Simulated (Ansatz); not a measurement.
Here is the system:

Os:
```
Os
1.0
    0.00000     1.91630     1.91630
    1.91630     0.00000     1.91630
    1.91630     1.91630     0.00000
Os
1
Direct
  0.00000   0.00000   0.00000
```

This is the r²SCAN-relaxed structure.

Problem. All from plane-wave PAW r²SCAN (Ansatz code), unless another level is named. Give the density of states at the Fermi level.

Solution. 0.71 states/eV per atom (mean over ±0.08 eV).

Problem. Next, the gap with spin–orbit coupling?

Solution. none (metallic).

Space group Fm-3m (fcc (Cu type)). The workflow started from an entry of the Crystallography Open Database (COD), which files this formula under 2 space groups. It is not the phase usual at ambient conditions (space group No. 194). The r²SCAN relaxation kept the symmetry of its start; whether a distortion lowers the energy is not shown. The run is not spin-polarised. Scalar-relativistic: spin–orbit coupling is off unless named, which matters more the heavier the elements.

Potentials: the earlier of the program's two PAW sets.
